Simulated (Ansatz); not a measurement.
Relaxation of a relaxed Ru cell with every coordinate shifted by Gaussian noise of σ = 0.2 Å; 2 atoms in the cell, which starts as P-1 (No. 2), aP2; a = 2.7046 Å, b = 2.7046 Å, c = 4.2601 Å, α = 90.00°, β = 90.00°, γ = 120.00°. Calculation: r2SCAN (plane waves to 500 eV, PAW, scalar-relativistic; Ansatz, an electronic-structure program). Γ-centred k-mesh 14×14×8 on the run's cell (coarser than for final values), Fermi–Dirac smearing 0.05 eV. This is the first round of the run. 

The optimiser's lines from the output (shortened; P is positive under compression):

```
relax step   1: F+E_penalty+E_count = -11780.64795669 eV  Δ(F+E_penalty+E_count) = +0.000e0 eV  max|allowed force component| = 2.186e0 eV/Å  Δτ_max = 0.0000 Å  P = +12.206 GPa  Ω = 26.987 Å³  (7 SCF iters, dr2 threshold 1.00e-7 eV, accepted)
relax step   2: F+E_penalty+E_count = -11781.33735098 eV  Δ(F+E_penalty+E_count) = -6.894e-1 eV  max|allowed force component| = 7.985e-1 eV/Å  Δτ_max = 0.1929 Å  P = -2.728 GPa  Ω = 27.328 Å³  (8 SCF iters, dr2 threshold 2.00e-7 eV, accepted)
relax step   3: F+E_penalty+E_count = -11781.40481363 eV  Δ(F+E_penalty+E_count) = -6.746e-2 eV  max|allowed force component| = 2.182e-1 eV/Å  Δτ_max = 0.0654 Å  P = +2.070 GPa  Ω = 26.845 Å³  (7 SCF iters, dr2 threshold 2.00e-7 eV, accepted)
relax step   4: F+E_penalty+E_count = -11781.41249338 eV  Δ(F+E_penalty+E_count) = -7.680e-3 eV  max|allowed force component| = 5.997e-2 eV/Å  Δτ_max = 0.0199 Å  P = -0.744 GPa  Ω = 27.054 Å³  (6 SCF iters, dr2 threshold 2.00e-7 eV, accepted)
relax step   5: F+E_penalty+E_count = -11781.41318252 eV  Δ(F+E_penalty+E_count) = -6.891e-4 eV  max|allowed force component| = 1.267e-3 eV/Å  Δτ_max = 0.0038 Å  P = -0.016 GPa  Ω = 26.995 Å³  (5 SCF iters, dr2 threshold 2.00e-7 eV, accepted)
relax step   6: F+E_penalty+E_count = -11781.41318426 eV  Δ(F+E_penalty+E_count) = -1.739e-6 eV  max|allowed force component| = 1.807e-4 eV/Å  Δτ_max = 0.0002 Å  P = +0.001 GPa  Ω = 26.994 Å³  (4 SCF iters, dr2 threshold 5.58e-9 eV, accepted)
relax step   7: F+E_penalty+E_count = -11781.41318568 eV  Δ(F+E_penalty+E_count) = -1.420e-6 eV  max|allowed force component| = 1.634e-4 eV/Å  Δτ_max = 0.0000 Å  P = -0.011 GPa  Ω = 26.994 Å³  stress off target by 1.33e-2 GPa  SCF on the basis re-selected at this cell (its energy is not comparable with the rows above)  (5 SCF iters)
```

From the first to the last row the energy changes by -0.38 eV/atom and the volume by 0.0 %. The last row is marked as not comparable with the walk above it, whose basis was carried along; it does compare with step 1, since both stand on a basis selected at the nominal cutoff for their own cell.

Later rounds, restarted from the end of this one on a renewed k-mesh, logged 4 more steps and released under 0.01 eV/atom more. The final structure after all rounds: P6₃/mmc (No. 194), hP2, hcp (Mg type); a = b = 2.705 Å, c = 4.260 Å, α = β = 90.00°, γ = 120.00°. No spin polarisation in the result.

The run could not lose the symmetry of its start.
